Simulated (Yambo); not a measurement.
Yambo run on Se (space group P3_121, No. 152). The wavefunctions come from this Quantum ESPRESSO step (PBE, PseudoDojo stringent norm-conserving files, scalar-relativistic):

```
&CONTROL
  calculation = 'nscf'
  pseudo_dir = './pseudo'
  outdir = './out'
/
&SYSTEM
  ibrav = 0
  nat = 3
  ntyp = 1
  ecutwfc = 104.0
  ecutrho = 416.0
  occupations = 'fixed'
  force_symmorphic = .true.
  nbnd = 399
/
&ELECTRONS
  conv_thr = 3.0000000000000004e-09
  diago_full_acc = .true.
  diago_thr_init = 1e-08
/
ATOMIC_SPECIES
Se 78.9710 Se.upf
CELL_PARAMETERS angstrom
  4.057754676612   0.000000000000   0.000000000000
 -2.028877338306   3.514118632271   0.000000000000
  0.000000000000   0.000000000000   5.134598204000
ATOMIC_POSITIONS crystal
Se   0.248286249600   0.000000000000   0.333333333000
Se  -0.000000000000   0.248286249600   0.666666666333
Se   0.751713750400   0.751713750400   0.000000000000
K_POINTS automatic
3 3 2 0 0 0
```

Yambo input:

```
rim_cut
gw0
dyson
el_el_corr
HF_and_locXC
ppa
em1d
RandQpts= 1000000
RandGvec= 1 Ry
EXXRLvcs= 104 Ry
VXCRLvcs= 416 Ry
Chimod= "HARTREE"
% BndsRnXp
 28 | 398 |
%
NGsBlkXp= 15 Ry
% LongDrXp
 1.0 | 1.0 | 1.0 |
%
PPAPntXp= 27.2114 eV
% GbndRnge
 1 | 398 |
%
GTermKind= "BG"
DysSolver= "n"
ExtendOut
% QPkrange
 1 | 1 | 36 | 37 |
 2 | 2 | 36 | 37 |
 5 | 5 | 36 | 37 |
 6 | 6 | 36 | 37 |
%
```

k points by index: 1 = Γ, 2 = A, 5 = K, 6 = H.

Table of the .qp output:

```
#    K-point    Band    Eo [eV]    E [eV]    E-Eo [eV]    Vxc [eV]    Vnlxc [eV]    Sc|Eo [eV]    Sc|E [eV]    dSc/dw|Eo [eV]    Re(Z)    Im(Z)
#
    1    36    -0.530401    -0.910433    -0.380032    -14.18402    -16.55972    1.881385    1.995662    -8.180158    0.768863    -0.001615
    1    37    1.472709    1.605994    0.133284    -14.58732    -10.55864    -3.855996    -3.895388    -8.035613    0.772017    -0.001576
    2    36    -1.321466    -1.717184    -0.395719    -13.86602    -16.39250    2.010686    2.130762    -8.254906    0.767244    -0.001379
    2    37    0.943430    1.009577    0.066147    -13.88281    -10.18419    -3.613233    -3.632476    -7.903771    0.774915    -0.001566
    5    36    -2.425044    -2.859467    -0.434423    -12.95890    -15.77929    2.249340    2.385971    -8.555998    0.760785    -0.001474
    5    37    3.257997    3.413213    0.155216    -15.26577    -10.87805    -4.185033    -4.232501    -8.314765    0.765950    -0.001649
    6    36    0.000000    -0.294555    -0.294555    -14.95676    -16.57106    1.233734    1.319749    -7.943977    0.774029    -0.001538
    6    37    0.524030    0.598316    0.074286    -14.26357    -10.54925    -3.618659    -3.640035    -7.819449    0.776781    -0.001547
```
(The two width columns are left out.) Convergence of these settings isn't established.

Spin-orbit coupling is not included.

Geometry relaxed with PBE+D3(BJ).
